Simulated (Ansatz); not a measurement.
WSe2:
Space group P6₃/mmc (No. 194); a = b = 3.2500 Å, c = 12.8190 Å, α = β = 90.00°, γ = 120.00°

```json
[
 {"atom": "W", "site": "2c", "symmetry": "-6m2", "x": "0.3333", "y": "0.6667", "z": "0.2500"},
 {"atom": "Se", "site": "4f", "symmetry": "3m.", "x": "0.6667", "y": "0.3333", "z": "0.1200"}
]
```

Relaxed at zero pressure with the program Ansatz at the LDA level (PAW).

Problem. The volume is lowered by 6 % and shape and atoms relax at that volume. What pressure results, and how do the axes share the change?

Solution. 3.8 GPa; a -1.1 %, b -1.1 %, c -3.9 %; the energy rises by 12 meV/atom.

Problem. Give the new structure.

Solution. 
Space group P6₃/mmc (No. 194); a = 3.2147 Å, b = 3.2147 Å, c = 12.3160 Å, α = 90.00°, β = 90.00°, γ = 120.00°

```
atom  site  symmetry       x       y       z
----  ----  --------  ------  ------  ------
W       2c      -6m2  0.3333  0.6667  0.2500
Se      4f       3m.  0.6667  0.3333  0.1142
```

The phase is kept; no other phase was compared at this pressure.

Space group P6_3/mmc. The LDA relaxation kept the symmetry of its start; phonons on a q-mesh show no instability. No spin polarisation was allowed. A crystal of weakly bound layers computed without a dispersion correction: the cell and the soft elastic constants depend strongly on that. Spin–orbit coupling is left out wherever it is not named.

Potentials: the earlier of the program's two PAW sets.
